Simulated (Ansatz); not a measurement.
TiAu:
```
TiAu
1.0
    3.30548     0.00000     0.00000
    0.00000     3.30548     0.00000
    0.00000     0.00000     6.01388
Ti Au
2 2
Direct
  0.00000   0.50000   0.86449
  0.50000   0.00000   0.13551
  0.00000   0.50000   0.36102
  0.50000   0.00000   0.63898
```

Relaxed with PBEsol. Special points in fractions of this cell's reciprocal vectors: Γ (0.000, 0.000, 0.000); X (0.000, 0.500, 0.000); M (0.500, 0.500, 0.000); Z (0.000, 0.000, 0.500); R (0.000, 0.500, 0.500); A (0.500, 0.500, 0.500).

### Question
List the band energies nearest the Fermi level at these points for the program Ansatz at the PBEsol level (PAW).

### Answer
In eV from the Fermi level; about four levels below and three above (degenerate sets whole), none deeper than 8.9 eV; points with the same levels are listed once.

| k | below | above |
|---|---|---|
| Γ | -4.03 -4.03 -3.74 -2.13 -0.94 | 0.52 0.52 1.33 |
| X | -2.80 -2.80 -0.88 -0.88 | 0.24 0.24 0.60 0.60 |
| M | -1.30 -1.30 -0.23 -0.23 | 1.75 1.75 1.97 1.97 |
| Z | -3.93 -3.93 -3.79 -1.37 -0.72 | 0.68 0.68 1.33 |
| R | -3.02 -3.02 -1.76 -1.76 | 0.19 0.19 0.72 0.72 |
| A | -1.49 -1.49 -0.81 -0.81 | 1.39 1.39 2.53 2.53 |

Space group P4/nmm. The workflow started from a Materials Project entry (that database holds measured and hypothetical structures alike); the Crystallography Open Database copy checked does not list it. COD files the formula under space group No. 221. Whether it is the stable phase at ambient conditions was not checked. The PBEsol relaxation kept the symmetry of its start; whether a distortion lowers the energy is not shown. The run is not spin-polarised. Scalar-relativistic: spin–orbit coupling is off unless named, which matters more the heavier the elements.

Potentials: the later of the program's two PAW sets.
